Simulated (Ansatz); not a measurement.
P:
```
CELL_PARAMETERS angstrom
     -2.99532     2.99532     2.99532
      2.99532    -2.99532     2.99532
      2.99532     2.99532    -2.99532
ATOMIC_POSITIONS crystal
  P  0.00000 0.25000 0.50000
  P  0.25000 0.50000 0.00000
  P  0.50000 0.00000 0.25000
  P  0.25000 0.25000 0.25000
```

Relaxed with r²SCAN.

Problem. Tabulate the valence density and the electron localisation function along the shortest P–P contact (2.12 Å), plane-wave PAW r²SCAN (Ansatz code).

Solution. 

```csv
distance from P (Å),density (e/Å³),ELF
0.21,0.11,0.00
0.32,0.26,0.02
0.42,0.47,0.16
0.53,0.67,0.50
0.64,0.82,0.74
0.74,0.89,0.84
0.85,0.89,0.86
0.95,0.87,0.87
1.06,0.86,0.87
1.16,0.87,0.87
1.27,0.89,0.86
1.38,0.89,0.84
1.48,0.82,0.74
1.59,0.67,0.50
1.69,0.47,0.16
1.80,0.26,0.02
1.91,0.11,0.00
```

The density is the valence pseudo-density with augmentation charge, so density and ELF within about 1 Å of a nucleus are not all-electron values.

Space group I4_132. The start of the workflow was typed in or built on a structure type; neither database checked (COD, Materials Project) lists it. It is not the phase usual at ambient conditions (space group No. 64). The r²SCAN relaxation kept the symmetry of its start; whether a distortion lowers the energy is not shown. The volume moved by 28 % from the start of the relaxation.

Potentials: the later of the program's two PAW sets.
